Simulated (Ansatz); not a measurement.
## What a change of settings does: Ni (fcc type)

First run: DFT, PBE, all-electron LAPW, scalar-relativistic (Ansatz 0.2.0).

Command: `ansatz run input.yaml --threads 3 --pin off --max-ram 9216MiB --backend cpu --events-out ev --progress --plain --runs-dir out` It took 88 s on 3 threads of Intel(R) Xeon(R) Platinum 8375C CPU @ 2.90GHz (Ice Lake), with other jobs on the host, peak memory 1.7 GiB.

```yaml
crystal:
  lattice:
    - [0.0, 1.7593078052, -1.7593078052]
    - [-1.7593078052, 0.0, 1.7593078052]
    - [3.5186156104, 3.5186156104, 3.5186156104]
  atoms:
    - { symbol: Ni, position: [0.0, 0.0, 0.0], spin: 1.0 }
    - { symbol: Ni, position: [0.333333333, 0.666666667, 0.333333333], spin: 1.0 }
    - { symbol: Ni, position: [0.666666667, 0.333333333, 0.666666667], spin: 1.0 }
magnetization:
  spin_polarized: true
kpoints:
  mp_grid: { grid: [19, 19, 7] }
scf:
  occupations: { method: fermi_dirac, width: 0.05 }
hamiltonian:
  xc: pbe
  pseudopotentials: { kind: all_electron, lapw: { basis_error: 0.001 } }
output:
  forces: true
  stress: true
  eigenvalues: true
```

The base cell comes from a relaxation on PAW files under the same functional.

This run: bulk in the slab's orientation.

It converges in 9 SCF iterations at a pressure of 0.09 GPa, cell moment 1.94 μB.

The input is then changed:

```diff
   occupations: { method: fermi_dirac, width: 0.05 }
+  lower_state_search: standard
 hamiltonian:
```

**Question.** Predict the outcome of the changed run.

**Answer.** It converges in 9 SCF iterations at a pressure of 0.09 GPa, cell moment 1.94 μB, free energy 0.0 meV/atom against the first run's.
